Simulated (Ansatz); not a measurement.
Re: energy along a strain

Re, Fm-3m, a = 3.950 Å (as given, not relaxed at this level: -23.8 GPa). This isn't the element's structure at ambient conditions. Ansatz: LDA, PAW, 420 eV, Γ-centred 20×20×20 mesh on 1 atom, Gaussian smearing 0.15 eV; no spin polarisation. Cell vectors (Å): 0.000 1.975 1.975; 1.975 0.000 1.975; 1.975 1.975 0.000. The cell is strained by x per cent times the pattern (0 0 0 0 0 1) in the order xx yy zz yz xz xy (engineering shears), with fractional coordinates held. y is the free energy over the start, V0 = 15.407 Å³/atom. Symmetry makes y even in x.

| x (%) | y (meV/atom) |
| --- | --- |
| -2.00 | ? |
| -1.00 | 0.84 |
| 0.00 | 0.00 |
| 0.25 | 0.05 |
| 0.50 | 0.21 |
| 0.75 | 0.47 |
| 1.25 | 1.31 |
| 1.50 | 1.89 |
| 1.75 | 2.57 |

Q: Fit y = c2 x² + c4 x⁴ to the other rows, get the stiffness along the pattern, and predict the missing energy.

A: Least squares on the rows shown. y = 0.8387 x² + 0.0002254 x⁴. The clamped-ion stiffness p·C·p = 2 × 8.387 eV × 160.2 / 15.407 Å³ = 174 GPa, which is C66 in these axes (C44 of the cubic crystal) (second derivative at the start, which stands under stress). At x = -2.00 the fit asked for gives 3.36 meV/atom. The run gave 3.36 meV/atom, the same to the digits shown.

Spin–orbit coupling is left out, which can shift energies with elements as heavy as these.